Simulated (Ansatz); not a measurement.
## ZnAu, one cell by several methods

```
CELL_PARAMETERS angstrom
3.20994 0.00000 0.00000
0.00000 3.20994 0.00000
0.00000 0.00000 3.14700
ATOMIC_POSITIONS crystal
Zn 0.50000 0.50000 0.50000
Au 0.00000 0.00000 0.00000
```

Atom numbers follow the list: Zn1, Au2.

The cell is COD entry 1510322, as deposited and not checked against the literature; nothing was relaxed. The listed cell was then made from it by scaling, straining or moving an atom.

Spin–orbit coupling is left out, though it moves levels of the heavy atoms by tenths of an eV or more.

Methods: DFT, PBEsol, PAW with Ansatz's default frozen-core files, scalar-relativistic (Ansatz 0.2.0); DFT, PBEsol, all-electron PAW with datasets made for the crystal, scalar-relativistic (Ansatz 0.2.0); DFT, PBEsol, all-electron LAPW, scalar-relativistic (Ansatz 0.2.0).

For PAW: a Γ-centred 13×13×13 k mesh, Fermi–Dirac smearing of 0.05 eV, cutoff 420 eV, no spin polarisation; the PAW files were made with PBE, and the program remakes their frozen cores for this functional. The crystal-made all-electron datasets (AE datasets) take a cutoff of 260 eV at this cell. LAPW targets a basis error of 0.5 meV/atom. The Ansatz runs share mesh, smearing and spin set-up. Plane-wave (PAW) pressures include the program's estimate of the Pulay term.

Stress and pressure are positive in compression.

The change that made this cell: equal xx and yy strain of +2 %.

Spin–orbit coupling is left out, which moves gradients at and beside heavy atoms by some per cent and at worst by a factor of two.

In a metal, gradients converge slowly with the k mesh: the values move by tens of per cent from one mesh to another, at times in sign, so only the comparison on one mesh counts.

```tsv
quantity	PAW	AE datasets	LAPW
pressure (GPa)	-6.99	-6.98	-6.97
stress xx (GPa)	-6.87	-6.85	-6.85
stress zz (GPa)	-7.23	-7.22	-7.22
field gradient Vzz at Au2 (10²¹ V/m²)	-0.59	-0.59	–
```

PAW's pressure differs from the LAPW value by -0.02 GPa. Datasets made for the crystal and LAPW share parts of one code, so their agreement isn't an independent check.
